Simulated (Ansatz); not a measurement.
Structures of TaRu: which is lowest?

Plane-wave DFT in Ansatz with scalar-relativistic PAW potentials, cutoff 420 eV, Γ-centred meshes chosen by cell and gap, Gaussian smearing with energies taken to zero width. Every cell was relaxed (cell and atoms) in a run of its own, within the symmetry of its start. Functional: LDA.

Relaxed structures (starts from databases or built by putting these elements on another compound's sites):
A. Pm-3m, 2 atoms in the computed cell, a = 3.118 Å; sites (symmetry × multiplicity) Ta m-3m × 1, Ru m-3m × 1; start: database
B. P4/mmm, 2 atoms in the computed cell, a = 3.002 Å, c = 3.367 Å; sites (symmetry × multiplicity) Ta 4/mmm × 1, Ru 4/mmm × 1; start: database

Problem. Rank them by energy. Could pressure change the order?

Solution.
```csv
structure,group,E − E(lowest) (meV/atom),V (Å³/atom),gap on mesh (eV)
B,P4/mmm,0.0,15.17,0.00
A,Pm-3m,38,15.16,0.00
```

B is lowest, 38 meV/atom under A. The two lowest differ in volume by under 3 %, too little for a first-order estimate of what pressure does to that pair (other pairs aren't weighed here); with rigid cells even 3 % in favour of the higher one would need about 13 GPa. Other structures may lie lower than all of these, and vibrations aren't counted.

Spin-orbit coupling is left out, which matters for the bands of heavy elements.